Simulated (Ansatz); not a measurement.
TaSi₂:
```
CELL_PARAMETERS angstrom
      4.78142     0.00000     0.00000
     -2.39071     4.14083     0.00000
      0.00000     0.00000     6.55525
ATOMIC_POSITIONS crystal
  Ta 0.00000 0.50000 0.33333
  Ta 0.50000 0.00000 0.00000
  Ta 0.50000 0.50000 0.66667
  Si 0.84182 0.68364 0.00000
  Si 0.15818 0.84182 0.66667
  Si 0.31636 0.15818 0.33333
  Si 0.15818 0.31636 0.00000
  Si 0.84182 0.15818 0.66667
  Si 0.68364 0.84182 0.33333
```

Relaxed with r²SCAN. Special points in fractions of this cell's reciprocal vectors: Γ (0.000, 0.000, 0.000); M (0.500, 0.000, 0.000); K (0.333, 0.333, 0.000); A (0.000, 0.000, 0.500); L (0.500, 0.000, 0.500); H (0.333, 0.333, 0.500).

**Question.** List the band energies nearest the Fermi level at these points for DFT-r²SCAN in the program Ansatz with PAW potentials.

**Answer.** In eV from the Fermi level; about four levels below and three above (degenerate sets whole), none deeper than 8.9 eV; points with the same levels are listed once.

```
k                          below                above
-  -----------------------------  -------------------
Γ  -2.67 -2.67 -2.38 -2.38 -1.73       0.83 3.16 3.16
M        -1.17 -0.80 -0.15 -0.12       0.90 1.22 1.59
K  -2.10 -2.10 -1.91 -1.85 -1.85       0.32 0.32 0.55
A        -2.42 -2.33 -2.04 -2.04  1.23 1.23 2.78 2.78
L        -2.17 -1.97 -0.75 -0.35       1.62 2.07 2.63
H        -0.85 -0.85 -0.19 -0.19       1.01 1.67 1.67
```

Space group P6_422. The first step of the workflow began from a Materials Project structure, measured or hypothetical; the Crystallography Open Database files this formula in space group No. 181, but the cells were not matched. Whether it is the stable phase at ambient conditions was not checked. The r²SCAN relaxation kept the symmetry of its start; its stability against distortions is not shown here. The run is not spin-polarised. Spin–orbit coupling is left out wherever it is not named.

Potentials: the earlier of the program's two PAW sets.
